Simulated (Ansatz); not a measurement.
BaTiO$_{3}$:
```cif
data_BaO3Ti
_chemical_formula_sum 'Ba1 Ti1 O3'
_space_group_name_H-M_alt 'P 1'
_space_group_IT_number 1
_cell_length_a 3.95486
_cell_length_b 3.95486
_cell_length_c 3.92323
_cell_angle_alpha 90.000
_cell_angle_beta 90.000
_cell_angle_gamma 90.106
loop_
_space_group_symop_operation_xyz
  'x, y, z'
loop_
_atom_site_label
_atom_site_type_symbol
_atom_site_fract_x
_atom_site_fract_y
_atom_site_fract_z
_atom_site_occupancy
Ba1 Ba 0.99831 0.00169 0.00000 1
Ti1 Ti 0.48809 0.51191 0.50000 1
O1 O 0.50895 0.98533 0.50000 1
O2 O 0.01467 0.49105 0.50000 1
O3 O 0.51010 0.48990 0.00000 1
```

Relaxed with LDA.

### Question
Give the optical modes at the zone centre with their infrared and Raman activity from DFPT, the program Ansatz at the LDA level (PAW).

### Answer
Transverse frequencies, without the LO–TO term; a row sums one degenerate level.

| ω (cm⁻¹) | degeneracy | IR ((D/Å)²/amu) | Raman (Å⁴/amu) | activity | symmetry |
|---|---|---|---|---|---|
| 69i | 1 | 77.38 | 120 | IR+Raman | B1 |
| 170 | 1 | 29.90 | 56 | IR+Raman | B2 |
| 177 | 1 | 8.22 | 18 | IR+Raman | A1 |
| 179 | 1 | 1.70 | 0.16 | IR+Raman | B1 |
| 199 | 1 | 40.37 | 260 | IR+Raman | B2 |
| 238 | 1 | 50.45 | 1200 | IR+Raman | A1 |
| 284 | 1 | 0.11 | 0.084 | IR+Raman | B2 |
| 290 | 1 | 0.00 | 16 | Raman | A2 |
| 297 | 1 | 0.06 | 18 | IR+Raman | A1 |
| 482 | 1 | 4.86 | 13 | IR+Raman | B1 |
| 485 | 1 | 7.65 | 88 | IR+Raman | B2 |
| 511 | 1 | 8.94 | 740 | IR+Raman | A1 |

### Question
How high does the top mode go among those that the LO–TO term moves?

### Answer
686 cm⁻¹ for q along x, 705 cm⁻¹ for q along y, 700 cm⁻¹ for q along z.

Space group Amm2. This is a known low-temperature phase of the composition, computed here at zero pressure and temperature. The cell was relaxed with LDA under the symmetry of its start. At this level the phase is dynamically unstable (imaginary phonons). No spin polarisation was allowed. Spin–orbit coupling is left out wherever it is not named.

Potentials: the later of the program's two PAW sets.
